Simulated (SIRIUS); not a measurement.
A self-consistent single point of Ti3Al (P2_1/m, 8 atoms in the cell; from Materials Project mp-1823, changed as shown) with SIRIUS.

Level of theory: PBE, GBRV PBE ultrasoft pseudopotentials (plane waves; SIRIUS).

The change in words: lattice vector a scaled by 1.01. Reference geometry (P6_3/mmc):
```
CELL_PARAMETERS angstrom
      5.74770     0.00000     0.00000
     -2.87385     4.97765     0.00000
      0.00000     0.00000     4.63055
ATOMIC_POSITIONS crystal
  Ti 0.82990 0.65980 0.25000
  Ti 0.17010 0.34020 0.75000
  Ti 0.17010 0.82990 0.75000
  Ti 0.82990 0.17010 0.25000
  Ti 0.34020 0.17010 0.25000
  Ti 0.65980 0.82990 0.75000
  Al 0.33333 0.66667 0.25000
  Al 0.66667 0.33333 0.75000
```

Reference input (self-consistent single point, DFT, PBE, plane waves, GBRV PBE ultrasoft pseudopotentials): parameters.ngridk = 4 4 4; parameters.xc_functionals = [XC_GGA_X_PBE, XC_GGA_C_PBE]; parameters.gk_cutoff = 6.325 1/bohr; parameters.pw_cutoff = 14.143 1/bohr; parameters.smearing = fermi_dirac; parameters.smearing_width = 0.00367493 Ha; potentials = GBRV PBE ultrasoft pseudopotentials; parameters.electronic_structure_method = pseudopotential; parameters.num_bands = 47; parameters.num_mag_dims = 0; parameters.num_dft_iter = 100; parameters.energy_tol = 1e-07 Ha. This run's input differs from it in these lines:

```diff
@@ -32,3 +32,3 @@
     "lattice_vectors": [
-      [10.8615788465, 0.0, 0.0],
+      [10.970194635, 0.0, 0.0],
       [-5.4307894233, 9.4064028031, 0.0],
@@ -44,12 +44,12 @@
       "Ti": [
-        [2.87385, 3.2842561092, 1.1576375],
-        [0.0, 1.6933978908, 3.4729125],
-        [-1.407324345, 4.1309550546, 3.4729125],
-        [4.281174345, 0.8466989454, 1.1576375],
-        [1.466525655, 0.8466989454, 1.1576375],
-        [1.407324345, 4.1309550546, 3.4729125]
+        [2.9215501623, 3.2842561092, 1.1576375],
+        [0.0097768377, 1.6933978908, 3.4729125],
+        [-1.3975475073, 4.1309550546, 3.4729125],
+        [4.3288745073, 0.8466989454, 1.1576375],
+        [1.4860793304, 0.8466989454, 1.1576375],
+        [1.4452476696, 4.1309550546, 3.4729125]
       ],
       "Al": [
-        [-2.8739e-06, 3.3184376592, 1.1576375],
-        [2.8738528739, 1.6592163408, 3.4729125]
+        [0.019156107, 3.3184376592, 1.1576375],
+        [2.912170893, 1.6592163408, 3.4729125]
       ]
```

The program printed (abridged):

```
[find] density tolerance         : 1e-06
[find] total energy tolerance    : 1e-07
[find] iter_solver_tol (initial) : 0.01
[find] iter_solver_tol (target)  : 1e-13
[find] num_dft_iter              : 100
Charges and magnetic moments
--------------------------------------------------------------------------------
total charge          : 78.000000
[find] | SCF iteration   0 out of 100|
[diagonalize] iterative solver tolerance (occupied, empty): 0.01 0.01
[diagonalize] average number of iterations: 3.93333
[find] Charges and magnetic moments
[find] total charge          : 78.000000
[find] Energy
   [... lines left out ...]

[find] Charges and magnetic moments
[find] total charge          : 78.000000
[find] Energy
[find] smearing (-TS)                 :      -0.00887762
[find] Total energy                   :    -364.53722340 (Ha),    -729.07444681 (Ry)
[find] Free energy (E-TS)             :    -364.54610103 (Ha),    -729.09220206 (Ry)
[find] band gap (eV)                  :       0.00000000
[find] Efermi                         :       0.44582048
[find] iteration : 19, RMS (target) : 8.5322e-07 (1.0000e-06) , energy difference (target) : -7.0344e-10 (1.0000e-07)
[find] bands are converged : true
[find] iterative solver converged : true
[find] converged after 20 SCF iterations!
[find] Charges and magnetic moments
[find] total charge          : 78.000000
[find] Energy
[find] smearing (-TS)                 :      -0.00887762
[find] Total energy                   :    -364.53722340 (Ha),    -729.07444681 (Ry)
[find] Free energy (E-TS)             :    -364.54610103 (Ha),    -729.09220206 (Ry)
[find] band gap (eV)                  :       0.00000000
[find] Efermi                         :       0.44582048
[ground_state] === stress tensor components [kbar] ===
[ground_state] === stress_total ===
[ground_state]    12.582515    4.284531    0.000000
[ground_state]     4.284531   -2.179945    0.000000
[ground_state]     0.000000    0.000000   -8.596050
[ground_state] ==== total Forces in Ha/bohr =====
   [... lines left out ...]
[ground_state] atom:    3, force:       0.0012916     -0.0002345      0.0000000
[ground_state] atom:    4, force:      -0.0002854      0.0000948      0.0000000
[ground_state] atom:    5, force:       0.0002854     -0.0000948     -0.0000000
[ground_state] atom:    6, force:       0.0000258      0.0000401     -0.0000000
[ground_state] atom:    7, force:      -0.0000258     -0.0000401      0.0000000
```

The run converged in 20 iterations. SIRIUS prints the stress tensor with tension positive. Against the reference run the free energy is nearly the same (within 1 meV/atom), the pressure goes from 1.06 to -0.06 GPa and the largest force goes from 0.063 to 0.117 eV/Å.

The structure comes from a collection of computed structures, made at another level of theory; the collection holds predicted forms beside known ones. No clean gap shows at this smearing width and mesh (spacing up to 0.34 Å⁻¹); the mesh is coarse for partly filled bands, so the values carry mesh errors.

Cost on one core: roughly 4 core-minutes.
